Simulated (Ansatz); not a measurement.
Starting cell, PbBrF (space group P4/nmm):

```yaml
crystal:
  lattice:
    - [4.10128, 0.00000, 0.00000]
    - [0.00000, 4.10128, 0.00000]
    - [0.00000, 0.00000, 14.76677]
  atoms:
    - { symbol: Pb, position: [0.00000, 0.50000, 0.40249] }
    - { symbol: Pb, position: [0.00000, 0.50000, 0.90249] }
    - { symbol: Pb, position: [0.50000, 0.00000, 0.09751] }
    - { symbol: Pb, position: [0.50000, 0.00000, 0.59751] }
    - { symbol: Br, position: [0.50000, 0.00000, 0.32313] }
    - { symbol: Br, position: [0.50000, 0.00000, 0.82313] }
    - { symbol: Br, position: [0.00000, 0.50000, 0.17687] }
    - { symbol: Br, position: [0.00000, 0.50000, 0.67687] }
    - { symbol: F, position: [0.50000, 0.50000, 0.00000] }
    - { symbol: F, position: [0.50000, 0.50000, 0.50000] }
    - { symbol: F, position: [0.00000, 0.00000, 0.00000] }
    - { symbol: F, position: [0.00000, 0.00000, 0.50000] }
```

The atoms are displaced by Q × the pattern below (from a DFPT mode at Z = (0.0, 0.0, 0.5), largest move 1; Q in Å), at fixed cell. (q is in reciprocal vectors of the primitive cell; the cell shown is doubled to hold the pattern.)

```csv
atom,x,y,z
Pb1,0.000,0.000,0.534
Pb2,0.000,0.000,-0.534
Pb3,0.000,0.000,0.534
Pb4,0.000,0.000,-0.534
Br5,0.000,0.000,1.000
Br6,0.000,0.000,-1.000
Br7,0.000,0.000,1.000
Br8,0.000,0.000,-1.000
```

Atoms not listed stay in place.

Computed with LDA (plane waves to 420 eV, PAW, scalar-relativistic; Ansatz, a first-principles code). k mesh 8×8×3 (Γ-centred), Fermi-Dirac smearing 0.05 eV. Energies are smeared free energies. PbBrF was relaxed with its symmetry unable to fall. Spin-orbit coupling is left out, though Pb is heavy. The zero of ΔE is the undisplaced structure.

The scan covers Q from -0.100 to 0.100 Å in 13 points.

Question: What is the energy change at Q = 0.100 Å?

Answer: 64.7 meV/cell.

Question: What harmonic wavenumber does the curvature at Q = 0 give?

Answer: 80 cm⁻¹.

(A displaced cell: forces are minus the slopes of the energy, force constants its curvatures, and phonons follow from these.)
